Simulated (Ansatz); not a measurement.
CdTe in space group P-6m2 (No. 187; Cd on 1a, Te on 1f) at seven volumes, the program Ansatz at the PBE level (PAW), shape and atoms relaxed at each. One row is withheld.

```tsv
V (Å³/atom)	P (GPa)
27.055	4.32
27.947	?
28.839	1.29
29.731	0.00
30.623	-0.92
31.515	-1.84
32.407	-2.63
```

Fit the shown pressures and predict the withheld one.

P = (3/2)B₀(x^(7/2) − x^(5/2))[1 + (3/4)(B′ − 4)(x − 1)] with x = (V₀/V)^(2/3). Least squares on the six rows gives V₀ = 29.783 Å³/atom, B₀ = 36.8 GPa, B′ = 4.14. At V = 27.947, x = 1.0433 and P = 2.67 GPa. The run itself gave 2.64 GPa.

A made-up cell: these elements were put on the sites of a structure type; neither database checked (COD, Materials Project) lists it. It is not the phase usual at ambient conditions (space group No. 216). The cell was relaxed with PBE under the symmetry of its start; whether a distortion lowers the energy is not shown. Scalar-relativistic: spin–orbit coupling is off unless named, which matters more the heavier the elements.

Potentials: the later of the program's two PAW sets.
